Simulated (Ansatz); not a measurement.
Is this BaIr2 structure stable?

The structure comes from a generated guess, relaxed at this level; another structure or a mixture of phases may lie lower.

Computed with DFT PBE, scalar-relativistic, plane waves, PAW in Ansatz 0.2.0. Cutoff 420 eV, Γ-centred 12×12×10 mesh (3-atom cell), Gaussian smearing of 0.10 eV, no spin polarisation.

```
Ba Ir
1.0
     4.26387    0.00000    0.00000
    -2.13194    3.69262    0.00000
     0.00000    0.00000    4.99165
Ba Ir
1 2
Cartesian
  0.0000 0.0000 0.0000
  2.1319 1.2309 2.4958
  0.0000 2.4617 2.4958
```

Formation energies are uncorrected and refer to the elements' standard structures at the same level.

Question: These tests were run: energy against the elements; phonons on a 2×2×2 q mesh. What do they show?

Answer:

```
                       test                         result
energy against the elements                  −0.08 eV/atom
  phonons on a 2×2×2 q mesh  no imaginary mode on the mesh
```

It fails none of these tests. Whether a mixture of other phases lies lower isn't tested here.

These runs have no spin–orbit coupling, which can matter for Ir. The cell is a metal run without spin; a magnetic state may lie lower. The run for the phonons used a 12×12×10 k mesh and Fermi–Dirac smearing of 0.15 eV.
